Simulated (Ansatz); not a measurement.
## BeGaGe₂As₂: reading a single point

```
CELL_PARAMETERS angstrom
0.00000 0.00000 5.71326
5.85189 0.00000 0.00000
2.92595 6.43538 -2.85663
ATOMIC_POSITIONS crystal
Ga 0.75000 0.50000 0.00000
Ga 0.25000 0.50000 0.00000
Be 0.25000 0.00000 0.00000
Be 0.75000 0.00000 0.00000
As 0.59463 0.60684 0.18926
As 0.40537 0.39316 0.81074
As 0.90537 0.79610 0.81074
As 0.09463 0.20390 0.18926
Ge 0.82584 0.41583 0.65168
Ge 0.17416 0.58417 0.34832
Ge 0.67416 0.06751 0.34832
Ge 0.32584 0.93249 0.65168
```

Single point in Ansatz 0.2.0 with PBE, no spin polarisation. Cutoff 420 eV, PAW datasets, 6×6×6 Γ-centred k mesh, cold filling (width 0.2402 eV).

Question: Metal or insulator?

Answer: It is a metal, with about 6.6 states/eV a cell as the mean within 0.25 eV of the Fermi level, mostly Ge p (52 %) and As p (15 %).

Question: Is it stable against the elements?

Answer: 0.80 eV an atom against the elements' usual phases (free molecules for gases, crystals otherwise, with no correction for O₂ or N₂), so at this geometry it isn't bound against them. Relaxing would lower it.

Question: What do density and ELF say about some of the short contacts?

Answer: Ga–As at 2.22 Å: least valence density 0.65 e/Å³ and ELF 0.55 there. Ge–As at 2.88 Å: least valence density 0.24 e/Å³ and ELF 0.40 there. Be–As at 2.56 Å is left out, since its least density falls inside a PAW sphere. Be–Be at 2.86 Å is left out, since its least density falls inside a PAW sphere. Both are smooth PAW fields, read partly inside the augmentation spheres.

Question: Is the cell too large or too small?

Answer: The pressure is 15.4 GPa (compression positive), so with the atoms held at these fractions the cell would first expand; the forces are large, so a full relaxation may end otherwise. The principal stresses 13.2, 14.7, 18.3 GPa differ, so its shape would change too.

Origin: a known structure type with other elements, at an estimated volume, so it need not be a known compound. Caveats: atoms or cell far from equilibrium; wide smearing.
